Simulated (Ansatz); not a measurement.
TiS:
```xyz
6
Lattice="1.6823 0.9713 8.7265 -1.6823 0.9713 8.7265 0.0000 -1.9425 8.7265" Properties=species:S:1:pos:R:3 pbc="T T T"
Ti     0.0000     0.0000    13.0897
Ti     0.0000     0.0000    16.1776
Ti     0.0000     0.0000    10.0018
S      0.0000     0.0000     0.0000
S      0.0000     0.0000    20.3344
S      0.0000     0.0000     5.8450
```

Relaxed with LDA. Special points in fractions of this cell's reciprocal vectors: Γ (0.000, 0.000, 0.000); T (0.500, 0.500, 0.500); H2 (0.825, 0.175, 0.500); H0 (0.500, -0.175, 0.175); L (0.500, 0.000, 0.000); S0 (0.337, -0.337, 0.000); S2 (0.663, 0.000, 0.337); F (0.500, 0.000, 0.500).

Problem. List the band energies nearest the Fermi level at these points for LDA (plane waves, PAW; program Ansatz).

Solution. In eV from the Fermi level; about four levels below and three above (degenerate sets whole), none deeper than 8.9 eV; points with the same levels are listed once.

```tsv
k	below	above
Γ	-1.16 -1.16 -0.73 -0.73	0.42 0.42 0.60 0.60
T	-0.81 -0.55 -0.19 -0.19	0.56 0.56 0.83 0.83
H2	-5.21 -0.73 -0.37 -0.04	0.14 0.75 0.80
L	-4.43 -3.96 -2.72 -1.65	0.51 0.78 1.02
S0	-5.20 -0.74 -0.23 -0.21	0.21 0.62 0.97
F	-4.64 -3.75 -2.97 -1.21	0.30 0.34 1.06
```

Space group R-3m. The first step of the workflow began from a Materials Project structure, measured or hypothetical; the Crystallography Open Database files this formula in space group No. 166, but the cells were not matched. Its standing as an ambient phase is unchecked. The LDA relaxation kept the symmetry of its start; whether a distortion lowers the energy is not shown. The run is not spin-polarised.

Potentials: the later of the program's two PAW sets.
